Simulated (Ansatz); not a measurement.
Si:
```yaml
crystal:
  lattice:
    - [0.00000, 5.88523, 5.88523]
    - [5.88523, 0.00000, 5.88523]
    - [5.88523, 5.88523, 0.00000]
  atoms:
    - { symbol: Si, position: [0.57014, 0.28957, 0.57014] }
    - { symbol: Si, position: [0.96043, 0.67986, 0.67986] }
    - { symbol: Si, position: [0.57014, 0.57014, 0.28957] }
    - { symbol: Si, position: [0.67986, 0.96043, 0.67986] }
    - { symbol: Si, position: [0.57014, 0.57014, 0.57014] }
    - { symbol: Si, position: [0.67986, 0.67986, 0.67986] }
    - { symbol: Si, position: [0.28957, 0.57014, 0.57014] }
    - { symbol: Si, position: [0.67986, 0.67986, 0.96043] }
```

Relaxed with r²SCAN. Special points in fractions of this cell's reciprocal vectors: Γ (0.000, 0.000, 0.000); X (0.500, 0.000, 0.500); U (0.625, 0.250, 0.625); K (0.375, 0.375, 0.750); L (0.500, 0.500, 0.500); W (0.500, 0.250, 0.750).

### Question
List the band energies nearest the valence-band maximum at these points for r²SCAN in the plane-wave PAW code Ansatz.

### Answer
In eV from the valence-band maximum; about four levels below and three above (degenerate sets whole), none deeper than 8.9 eV; points with the same levels are listed once.

| k | below | above |
|---|---|---|
| Γ | -2.59 -2.59 0.00 0.00 | 0.11 0.11 0.11 |
| X | -1.82 -1.82 -1.63 -1.63 | 0.59 0.59 1.22 1.22 |
| U | -1.89 -1.87 -1.66 -1.43 | 0.52 0.59 0.94 |
| L | -2.23 -2.23 -0.95 -0.95 | 0.38 0.38 0.50 |
| W | -1.77 -1.77 -1.67 -1.67 | 0.53 0.53 1.37 1.37 |

Space group Fd-3m. The start of the workflow was typed in or built on a structure type. Its sites differ from those of the usual phase in this space group: another stacking or structure type. The r²SCAN relaxation kept the symmetry of its start. At this level the phase is mechanically unstable. The volume moved by 40 % from the start of the relaxation.

Potentials: the later of the program's two PAW sets.
